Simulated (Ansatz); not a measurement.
Consider the following.

InAs:
```
CELL_PARAMETERS angstrom
      3.54233     0.00000     0.00000
      0.00000     3.54233     0.00000
      0.00000     0.00000     3.54233
ATOMIC_POSITIONS crystal
  In 0.00000 0.00000 0.00000
  As 0.50000 0.50000 0.50000
```

This is the r²SCAN-relaxed structure.

Question: All from DFT-r²SCAN in the program Ansatz with PAW potentials, unless another level is named. Give the electronic character.

Answer: metallic (no gap).

Question: And the density of states at the Fermi level?

Answer: 0.55 states/eV per atom (mean over ±0.08 eV).

Question: Predict the gap with spin–orbit coupling.

Answer: none (metallic).

Space group Pm-3m (CsCl type). The cell is a constructed one: a structure type filled with these elements; neither database checked (COD, Materials Project) lists it. It is not the phase usual at ambient conditions (space group No. 216). The cell was relaxed with r²SCAN under the symmetry of its start. At this level the phase is mechanically unstable. Scalar-relativistic: spin–orbit coupling is off unless named, which matters more the heavier the elements.

Potentials: the earlier of the program's two PAW sets. The files were generated under PBE; for other functionals the program regenerates the frozen cores, and for LDA and PBEsol the local potential too.
